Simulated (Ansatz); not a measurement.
**Sb: from a starting cell to a relaxed one**

The start is a relaxed Sb cell, doubled along one cell vector, shaken by Gaussian noise of σ = 0.08 Å a coordinate. The cell and all atomic positions are relaxed at zero pressure with PBE (plane waves to 420 eV, PAW, scalar-relativistic; Ansatz, a quantum-chemistry and plane-wave program). The first steps use a coarse 5×9×5 k-mesh.

Starting cell:
```
Sb
1.0
    8.42518     0.00000     0.00000
   -2.10629     3.64821     0.00000
    0.00000     0.00000     6.69294
Sb
6
Cartesian
 -0.09672   2.45608   3.24682
  4.13572   2.42629   3.42899
  2.06524   1.13746   1.49818
  6.27659   1.27692   1.43086
  2.08192   1.26926   5.29047
  6.36862   1.33727   5.03081
```

```json
{
  "largest_initial_force": "1.30 eV/Å, on Sb6 (atoms numbered as listed)",
  "relative_to_the_parent": "It does not go back: it reaches Cm (No. 8), 0.19 eV/atom below the parent",
  "band_gap_at_the_end": "no gap (metallic)",
  "optimiser_moves": "27"
}
```

It ends as:

```cif
data_Sb12
_chemical_formula_sum 'Sb12'
_space_group_name_H-M_alt 'Cm'
_space_group_IT_number 8
_space_group_name_Hall 'C -2y'
_cell_length_a 9.27387
_cell_length_b 10.41972
_cell_length_c 4.20142
_cell_angle_alpha 90.000
_cell_angle_beta 92.065
_cell_angle_gamma 90.000
loop_
_atom_site_label
_atom_site_type_symbol
_atom_site_symmetry_multiplicity
_atom_site_Wyckoff_symbol
_atom_site_fract_x
_atom_site_fract_y
_atom_site_fract_z
_atom_site_occupancy
Sb1 Sb 2 a 0.02853 0.50000 0.60900 1
Sb2 Sb 4 b 0.14171 0.23644 0.94366 1
Sb3 Sb 4 b 0.44814 0.35459 0.43006 1
Sb4 Sb 2 a 0.31457 0.00000 0.08046 1
```
(The calculation used a cell of 6 atoms; values per cell refer to that cell.)

Final values are on a 11×7×7 k-mesh of the relaxed cell. No spin polarisation in the result.

The relaxed structure here is a generated cell of Sb: the first start was made by a random draw of sites in a space group, and the end was not matched to a known phase here, so it may be hypothetical. Known forms of Sb include space group No. 166.
